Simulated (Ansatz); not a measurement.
Si:
```yaml
crystal:
  lattice:
    - [1.92230, 1.10984, 22.04755]
    - [-1.92230, 1.10984, 22.04755]
    - [0.00000, -2.21968, 22.04755]
  atoms:
    - { symbol: Si, position: [0.91059, 0.91059, 0.91059] }
    - { symbol: Si, position: [0.94651, 0.94651, 0.94651] }
    - { symbol: Si, position: [0.29179, 0.29179, 0.29179] }
    - { symbol: Si, position: [0.32739, 0.32739, 0.32739] }
    - { symbol: Si, position: [0.67261, 0.67261, 0.67261] }
    - { symbol: Si, position: [0.70821, 0.70821, 0.70821] }
    - { symbol: Si, position: [0.05349, 0.05349, 0.05349] }
    - { symbol: Si, position: [0.08941, 0.08941, 0.08941] }
    - { symbol: Si, position: [0.76802, 0.76802, 0.76802] }
    - { symbol: Si, position: [0.80363, 0.80363, 0.80363] }
    - { symbol: Si, position: [0.48218, 0.48218, 0.48218] }
    - { symbol: Si, position: [0.51782, 0.51782, 0.51782] }
    - { symbol: Si, position: [0.19637, 0.19637, 0.19637] }
    - { symbol: Si, position: [0.23198, 0.23198, 0.23198] }
```

This is the r²SCAN-relaxed structure. Tensor components refer to the Cartesian frame of this cell.

All from r²SCAN (plane waves, PAW; program Ansatz), unless another level is named. Give the HSE06 gap on the r²SCAN cell.

1.15 eV.

And the electron effective mass?

0.13, 0.49, 1.0 mₑ (principal values).

Give the conduction-band minimum.

off the standard path, at k = (0.138, -0.432, -0.432).

What about the valence-band maximum?

at Γ.

Space group R-3m. The start of the workflow was typed in or built on a structure type; neither database checked (COD, Materials Project) lists it. It is not the phase usual at ambient conditions (space group No. 227). The r²SCAN relaxation kept the symmetry of its start; whether a distortion lowers the energy is not shown.

Potentials: the later of the program's two PAW sets.
